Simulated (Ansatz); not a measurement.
SiO2:
```xyz
6
Lattice="4.2364 0.0000 0.0000 0.0000 4.2364 0.0000 0.0000 0.0000 2.6904" Properties=species:S:1:pos:R:3 pbc="T T T"
Si     0.0000     0.0000     0.0000
Si     2.1182     2.1182     1.3452
O      1.3006     1.3006     0.0000
O      3.4188     0.8176     1.3452
O      0.8176     3.4188     1.3452
O      2.9359     2.9359     0.0000
```

Relaxed with PBE. Special points in fractions of this cell's reciprocal vectors: Γ (0.000, 0.000, 0.000); X (0.000, 0.500, 0.000); M (0.500, 0.500, 0.000); Z (0.000, 0.000, 0.500); R (0.000, 0.500, 0.500); A (0.500, 0.500, 0.500).

Task: List the band energies nearest the valence-band maximum at these points for PBE (plane waves, PAW; program Ansatz).

Result: In eV from the valence-band maximum; about four levels below and three above (degenerate sets whole), none deeper than 8.9 eV; points with the same levels are listed once.

```csv
k,below,above
Γ,-2.49 -0.85 -0.85 0.00,5.04 6.63 8.32 8.32
X,-2.60 -2.60 -1.04 -1.04,7.31 7.31 8.91 8.91
M,-2.53 -2.53 -2.16 -2.16,7.03 7.03 9.81 9.81
Z,-2.87 -2.87 -2.56 -2.56,8.65 8.65 12.22 12.22
R,-2.20 -2.20 -1.66 -1.66,8.45 8.45 9.46 9.46
A,-1.73 -1.73 -1.47 -1.47,6.83 6.83 10.70 10.70
```

Space group P4_2/mnm (rutile). This is a known high-pressure phase of the composition, computed here at zero pressure and temperature. Symmetry was held in the PBE relaxation; whether a distortion lowers the energy is not shown.

Potentials: the later of the program's two PAW sets.
